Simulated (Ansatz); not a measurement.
Clean, relaxed (001) surface of Lu, space group P6_3/mmc (No. 194) (top face towards +c; held atoms: 1, 2):

```xyz
5
Lattice="3.5067 0.0000 0.0000 -1.7533 3.0369 0.0000 0.0000 0.0000 27.9232" Properties=species:S:1:pos:R:3 pbc="T T T"
Lu    0.0000    2.0246    8.5000
Lu    1.7533    1.0123   11.2308
Lu    0.0000    2.0246   13.9822
Lu    1.7533    1.0123   16.7293
Lu    0.0000    2.0246   19.4187
```

Computed with Ansatz, DFT PBE, scalar-relativistic, plane waves, PAW. Cutoff 420 eV; k points 9×9×1 on the computed 5-atom cell (Γ-centred); Gaussian smearing, width 0.10 eV; no spin polarisation. The cell repeats along c with a dipole correction in the vacuum.

CO is put at the hollow (Lu-Lu-Lu) at (0.00, 0.00) site, one adsorbate per 10.6 Å², and relaxed. E_ads counts from the clean slab and the free adsorbate (spin-polarised where it has unpaired electrons); negative means bound. Heights count from the highest slab atom after relaxation. Bonded neighbours lie within 1.25 times the sum of covalent radii. With the adsorbate the cell is lengthened along c to keep the vacuum.

(1) How strongly does it bind, and where does its anchoring atom end?

(2) How high does its anchoring atom sit over the highest slab atom, and what is the shortest contact with the surface?

(3) The clean face has a work function of 3.33 eV. How does the adsorbate change it?

(4) Does the adsorbate stay in one piece?

Each end is the local minimum or symmetric point that its start leads to. On a slab this thin, differences under about 0.1 eV aren't settled.

Spin-orbit coupling is left out, which matters for the bands of heavy elements. Spin polarisation was left out, and a magnetic state may lie lower.

## Answers

(1) -1.29 eV; at (0.00, 0.00), 3 bonded neighbours.

(2) 1.57 Å; C–Lu 2.56 Å.

(3) By +2.14 eV.

(4) Yes.

For this end the change of work function follows from the dipole (Helmholtz): Δφ = −(e/ε0)·Δp/A = −180.95 V·Å × (-0.126 e·Å) / 10.6 Å² = +2.15 eV, against +2.14 eV computed; strictly the dipole sets the difference between the two faces. The added dipole points into the slab (negative end outward), which raises the work function.
